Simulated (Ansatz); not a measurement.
Method: Ansatz 0.2.0, DFT PBE, scalar-relativistic, plane waves, PAW, and for the lanthanide a 4f-in-core norm-conserving potential. All cells share a 690 eV cutoff and Γ-centred k meshes spaced at most about 0.3 Å⁻¹ (about 0.25 or finer for metals, 2π included). No spin polarisation in the final relaxations.

Temperature and zero-point effects are left out.

Two forms of HoS4 were relaxed alike.

A.

```
Ho S
1.0
     5.43070    0.00000    0.00000
    -2.71535    4.70312    0.00000
     0.00000    0.00000    5.31063
Ho S
1 4
Direct
  0.00000 0.00000 0.50000
  0.50000 0.00000 0.50000
  0.00000 0.50000 0.50000
  0.50000 0.50000 0.50000
  0.00000 0.00000 0.00000
```

B.

```
Ho S
1.0
     5.46021    0.00000    0.00000
    -2.73010    4.72868    0.00000
     0.00000    0.00000    4.90375
Ho S
1 4
Direct
  0.00000 0.00000 0.00000
  0.50000 0.00000 0.50000
  0.00000 0.50000 0.50000
  0.50000 0.50000 0.50000
  0.00000 0.00000 0.50000
```

Question: Which arrangement of the elements on these sites is preferred, and by what margin?

Answer: A is lower, by 0.54 eV/atom. The two share one framework of sites and differ in which element sits where. A has space group P6/mmm (No. 191), 27.1 Å³/atom and no gap on its mesh; B has space group P6/mmm (No. 191), 25.3 Å³/atom and no gap. Counting S atoms around Ho (those within 1.25 times the shortest such distance or 1.15 times the sum of covalent radii, 1.27 where that leaves under three; a plus sign parts nearer from farther groups), A has Ho 8 and B has Ho 2+12. The lower one is the more open, so pressure narrows the difference. In A, Ho has 8 S at 2.66–2.72 Å; S on a site of symmetry mmm has 2 Ho at 2.72 Å and 4 S at 2.72 Å; around S on a site of symmetry 6/mmm lie 2 Ho at 2.66 Å. In B, Ho has 2 S at 2.45 Å and 12 S at 3.67 Å; S on a site of symmetry mmm is surrounded by 6 S at 2.73 Å; around S on a site of symmetry 6/mmm lie 2 Ho at 2.45 Å and 6 S at 2.73 Å. Both come from invented guesses.

In P6/mmm at 27.1 Å³/atom, P6/mmm at 25.3 Å³/atom an odd number of valence electrons (the lanthanide is held trivalent, its 4f shell in the core) allows no gap without spin; another valence of the lanthanide, a larger cell or a magnetic state could open one. A magnetic state wasn't ruled out in cells without spin, among them P6/mmm at 27.1 Å³/atom. Cells relaxed within their symmetry can be saddle points.

The lanthanide is trivalent by construction, without f bands, f moments or other valences.
